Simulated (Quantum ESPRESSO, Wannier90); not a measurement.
## ZrS2 (CdI2 type), plane waves to Wannier functions

```
begin unit_cell_cart
ang
    3.6913800628    0.0000000000    0.0000000000
   -1.8456900314    3.1968289094    0.0000000000
    0.0000000000    0.0000000000    6.0410800000
end unit_cell_cart
begin atoms_frac
Zr   0.0000000000  0.0000000000  0.0000000000
S   -0.3333333333  0.3333333333 -0.2379100000
S    0.3333333333 -0.3333333333  0.2379100000
end atoms_frac
```

Structure: Materials Project mp-1186, symmetrised, not relaxed again. Not found in the COD (Crystallography Open Database) copy used; not checked further. Computed values, not measurements, from PBEsol: Quantum ESPRESSO (norm-conserving PseudoDojo potentials, cutoff 53 Ry, no spin polarisation, no spin-orbit coupling) on a Γ-centred 12×12×6 mesh, then Wannier90. Density: 12×12×6 mesh, cold smearing 0.01 Ry. The cell is built of weakly bound layers, chains or molecules, whose nearest atoms lie 3.82 Å apart. Database cells relaxed without dispersion often hold them too far apart, which can enlarge gaps and weakens couplings between them; spacing and stacking were not compared with the measured crystal.

Bands 13-15 form an isolated set from 0.96 to 3.46 eV relative to the valence-band maximum (on the path) and are turned into 3 Wannier functions by minimising the spread from the start: SCDM (isolated).

**Question.** Where do the functions sit, how wide are they and what are they made of?

**Answer.** 
```json
[
 {"functions": "1", "spread (Å²)": "5.07", "nearest atom, distance (Å)": "Zr 0.00", "second atom, distance (Å)": "S 2.57", "weight on atomic waves": "Zr 4d 78 %, S 3p 18 %"},
 {"functions": "1", "spread (Å²)": "5.04", "nearest atom, distance (Å)": "Zr 0.00", "second atom, distance (Å)": "S 2.57", "weight on atomic waves": "Zr 4d 78 %, S 3p 18 %"},
 {"functions": "1", "spread (Å²)": "4.57", "nearest atom, distance (Å)": "Zr 0.00", "second atom, distance (Å)": "S 2.57", "weight on atomic waves": "Zr 4d 79 %, S 3p 17 %"}
]
```

Ω_I = 14.49 Å², Ω_total = 14.67 Å²; the interpolated bands follow pw.x to 1.0 meV rms on the path. Only this start was tried; a symmetric start can stop on a saddle, and mixtures of these functions could lower the total by at most Ω_total − Ω_I.
